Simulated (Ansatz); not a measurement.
A geometry of Al away from equilibrium: step 2 of the relaxation of a relaxed Al cell displaced along its unstable phonon at q = (½, 0, 0) of its primitive reciprocal cell (112i cm⁻¹), largest move 0.15 Å. Computed with PBE (plane waves to 420 eV, PAW, scalar-relativistic; Ansatz, a first-principles code). Γ-centred k-mesh 7×13×12 on the run's cell (coarser than for final values), Fermi–Dirac smearing 0.05 eV. The plane waves were selected for a different cell earlier on the path.

```xyz
2
Lattice="2.7123 -4.7861 0.0000 1.3834 2.4090 0.0000 0.0000 0.0000 2.7881" Properties=species:S:1:pos:R:3 pbc="T T T"
Al     1.3698     0.0080     0.3019
Al     2.7260    -2.3850    -0.3019
```

Problem. Give the Cartesian forces on all atoms (eV/Å).

Solution. 
```tsv
atom	Fx	Fy	Fz
Al1	0.00	0.00	0.31
Al2	0.00	0.00	-0.31
```

The path ends in Fm-3m (No. 225) (fcc (Cu type)). No spin polarisation in the result.

The run could not lose the symmetry of its start.

Of the parent cell (Cmmm (No. 65)): it is a generated cell of Al: the first start was made by placing the elements on the sites of a structure type, and the end was not matched to a known phase here, so it may be hypothetical. Known forms of Al include space group No. 225.
